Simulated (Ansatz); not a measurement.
Cells of TiAl3 relaxed with PBEsol (plane waves to 420 eV, PAW, scalar-relativistic; Ansatz, an electronic-structure program), each with a space-group label. One label is wrong.

**A**, labelled I4/mmm (No. 139)
```
CELL_PARAMETERS angstrom
     -1.90810     1.90810     4.27565
      1.90810    -1.90810     4.27565
      1.90810     1.90810    -4.27565
ATOMIC_POSITIONS crystal
  Al 0.50000 0.50000 0.00000
  Al 0.75000 0.25000 0.50000
  Al 0.25000 0.75000 0.50000
  Ti 0.00000 0.00000 0.00000
```

**B**, labelled Fmmm (No. 69)
```xyz
8
Lattice="0.0000 4.8295 6.4630 2.1808 0.0000 6.4630 2.1808 4.8295 0.0000" Properties=species:S:1:pos:R:3 pbc="T T T"
Ti     2.1808     1.3822     6.4630
Ti     2.1808     8.2768     6.4630
Al     2.1808     4.8295     2.3717
Al     2.1808     4.8295    10.5543
Al     2.1808     3.3397     8.2460
Al     2.1808     3.3397     4.6799
Al     2.1808     6.3193     4.6799
Al     2.1808     6.3193     8.2460
```

**C**, labelled Pm-3m (No. 221)
```
CELL_PARAMETERS angstrom
      3.94877     0.00000     0.00000
      0.00000     3.94877     0.00000
      0.00000     0.00000     3.94877
ATOMIC_POSITIONS crystal
  Al 0.00000 0.00000 0.50000
  Al 0.50000 0.00000 0.00000
  Al 0.00000 0.50000 0.00000
  Ti 0.50000 0.50000 0.50000
```

**D**, labelled I-4m2 (No. 119)
```
CELL_PARAMETERS angstrom
      2.72946    -4.11164     0.00000
      2.72946     4.11164     0.00000
      0.00000     0.00000     2.83252
ATOMIC_POSITIONS crystal
  Ti 0.00000 0.00000 0.00000
  Al 0.50000 0.50000 0.00000
  Al 0.00000 0.50000 0.50000
  Al 0.50000 0.00000 0.50000
```

### Question
Which label is wrong, and what should it be (tolerance 0.01 Å)?

### Answer
D: its symmetry is Cmmm (No. 65), oS8; a = 5.459 Å, b = 8.223 Å, c = 2.833 Å, α = 90.00°, β = 90.00°, γ = 90.00°.

Each run could gain symmetry but not lose that of its start, so entries can be saddle points. From databases, or of a type measured for this composition: I4/mmm, tI8; the others are generated cells (placed on structure types, drawn at random, substituted or restacked) that were not matched to a known phase here.

No spin polarisation in the result.
